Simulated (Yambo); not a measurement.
G0W0@PBEsol for CsBH4 (space group F-43m, No. 216) in Yambo. Reference settings: 4×4×4 Γ-centred k mesh, 170 bands and a 8 Ry block in the screening, 170 bands in G with the Bruneval-Gonze terminator, plasmon pole fitted at 27.2 eV. The PBEsol gap W → X on this mesh is 5.56 eV; G0W0 gaps are taken between the same points.

```tsv
change from the reference	G0W0 gap W → X (eV)	shift of the valence edge (eV)
reference settings	8.52	-2.14
1 Ry block	8.04	-1.66
56 bands in G, no terminator	8.32	-1.71
pole fitted at 15 eV	8.46	-2.05
56 bands in G	8.52	-2.10
105 bands in G, no terminator	…	-1.96
105 bands in W, 105 bands in G	8.48	-2.05
105 bands in G	8.52	-2.13
```

Task: Estimate the withheld gaps from the other rows; the computed values follow.

Result: 
- 105 bands in G, no terminator, G0W0 gap W → X (eV): 8.43

The reference isn't shown to be the converged limit.

Geometry of the Materials Project entry, not relaxed at this level; primitive cell a = b = c = 5.184 Å, α = β = γ = 60.00°.

The structure is a Materials Project entry; no match was found in the copy of COD used, and its stability was not checked.

A shift is the quasiparticle energy of the state minus its PBEsol energy.
